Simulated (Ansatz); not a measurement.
Te2Mo:
```yaml
crystal:
  lattice:
    - [6.68492, 0.00000, 0.00000]
    - [0.00000, 6.68492, 0.00000]
    - [0.00000, 0.00000, 3.60202]
  atoms:
    - { symbol: Mo, position: [0.00000, 0.00000, 0.00000] }
    - { symbol: Mo, position: [0.50000, 0.50000, 0.50000] }
    - { symbol: Te, position: [0.28501, 0.28501, 0.00000] }
    - { symbol: Te, position: [0.78501, 0.21499, 0.50000] }
    - { symbol: Te, position: [0.21499, 0.78501, 0.50000] }
    - { symbol: Te, position: [0.71499, 0.71499, 0.00000] }
```

Relaxed with PBE. Special points in fractions of this cell's reciprocal vectors: Γ (0.000, 0.000, 0.000); X (0.000, 0.500, 0.000); M (0.500, 0.500, 0.000); Z (0.000, 0.000, 0.500); R (0.000, 0.500, 0.500); A (0.500, 0.500, 0.500).

### Question
List the band energies nearest the Fermi level at these points for the program Ansatz at the PBE level (PAW).

### Answer
In eV from the Fermi level; about four levels below and three above (degenerate sets whole), none deeper than 8.9 eV; points with the same levels are listed once.

```
k                    below                above
-  -----------------------  -------------------
Γ  -0.51 -0.51 -0.07 -0.07       0.86 0.91 0.95
X  -1.18 -1.18 -0.45 -0.45  0.46 0.46 0.93 0.93
M    -0.50 -0.50 0.00 0.00  1.34 1.34 1.85 1.85
Z  -2.88 -2.88 -2.33 -2.33  0.10 0.10 0.83 0.83
R  -1.40 -1.40 -1.20 -1.20  0.66 0.66 1.06 1.06
A  -1.32 -1.32 -0.03 -0.03  0.06 0.06 0.73 0.73
```

Space group P4_2/mnm. A made-up cell: these elements were put on the sites of a structure type; neither database checked (COD, Materials Project) lists it. It is not the phase usual at ambient conditions (space group No. 194). The PBE relaxation kept the symmetry of its start; its stability against distortions is not shown here. No spin polarisation was allowed. Spin–orbit coupling is left out wherever it is not named.

Potentials: the later of the program's two PAW sets.
